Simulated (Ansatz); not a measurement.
The calculation used Ansatz, DFT, BLYP, plane waves (420 eV) with PAW, scalar-relativistic. The PAW files were generated under PBE, with cores re-solved for the functional.

An element in the omega (AlB2-type) structure gives this curve. The cell is scaled uniformly from the relaxed one, with fractional coordinates and shape fixed. Energies are extrapolated to zero smearing, pressures are those at the given smearing. Magnetic state: spin not included.

```csv
V (Å³/atom),E − E₀ (meV/atom),P (GPa)
14.726,124.2,23.24
15.395,49.6,13.45
16.065,10.9,5.91
16.734,0.0,0.11
17.404,10.3,-4.34
18.073,37.0,-7.73
18.742,76.0,-10.30
```

Q: Which element is it?
A. palladium
B. titanium
C. rhenium
D. rhodium

A: A. Its fit is V₀ = 16.71 Å³/atom, B₀ = 127 GPa, B₀′ = 5.6.
